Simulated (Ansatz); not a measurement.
# BaH₄ (R-3m) at 2 levels of theory

One geometry, relaxed with PBE; plane waves with PAW potentials in Ansatz, scalar-relativistic. No spin polarisation. Gaps are the least over mesh and band path; pressure is positive in compression.

```cif
data_structure
_symmetry_space_group_name_H-M 'P 1'
_symmetry_Int_Tables_number 1
_cell_length_a 4.4161
_cell_length_b 4.4161
_cell_length_c 4.4161
_cell_angle_alpha 62.495
_cell_angle_beta 62.495
_cell_angle_gamma 62.495
_cell_volume 64.29
loop_
_atom_site_label
_atom_site_type_symbol
_atom_site_fract_x
_atom_site_fract_y
_atom_site_fract_z
_atom_site_occupancy
Ba1 Ba 0.00000 0.00000 0.00000 1
H1 H 0.74087 0.74087 0.74087 1
H2 H 0.25913 0.25913 0.25913 1
H3 H 0.46369 0.46369 0.46369 1
H4 H 0.53631 0.53631 0.53631 1
```

```
level  cutoff (eV)  k mesh  gap (eV)  pressure (GPa)
  PBE          420   6×6×6      2.65             0.0
```

Problem. What comes out on the same cell with r2SCAN?

Solution.
| level | cutoff (eV) | k mesh | gap (eV) | pressure (GPa) |
| --- | --- | --- | --- | --- |
| r2SCAN | 500 | 6×6×6 | 3.09 | -0.4 |

Spin-orbit coupling matters for the bands of heavy elements and is left out.

The cell was found from a structure generator's guess, not taken from experiment.
